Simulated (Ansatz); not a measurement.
BeS (CsCl type, Pm-3m) under volume change, DFT-PBE in the program Ansatz with PAW potentials, scaled uniformly.

```json
[
 {"V (Å³/atom)": "11.393", "E − E(relaxed) (meV/atom)": "31.9", "P (GPa)": "9.53"},
 {"V (Å³/atom)": "11.769", "E − E(relaxed) (meV/atom)": "13.8", "P (GPa)": "6.06"},
 {"V (Å³/atom)": "12.144", "E − E(relaxed) (meV/atom)": "3.3", "P (GPa)": "2.90"},
 {"V (Å³/atom)": "12.520", "E − E(relaxed) (meV/atom)": "0.0", "P (GPa)": "0.00"},
 {"V (Å³/atom)": "12.895", "E − E(relaxed) (meV/atom)": "2.8", "P (GPa)": "-2.34"},
 {"V (Å³/atom)": "13.271", "E − E(relaxed) (meV/atom)": "10.7", "P (GPa)": "-4.35"},
 {"V (Å³/atom)": "13.647", "E − E(relaxed) (meV/atom)": "23.0", "P (GPa)": "-6.09"}
]
```

What does a third-order Birch–Murnaghan fit give for V₀, B₀ and B′?

V₀ = 12.53 Å³/atom, B₀ = 84.4 GPa, B′ = 3.7.

The cell is a constructed one: a structure type filled with these elements; neither database checked (COD, Materials Project) lists it. COD files the formula under space group No. 216, so this cell is another polymorph or a model. Whether it is the stable phase at ambient conditions was not checked. The cell was relaxed with PBE under the symmetry of its start; whether a distortion lowers the energy is not shown.

Potentials: the later of the program's two PAW sets.
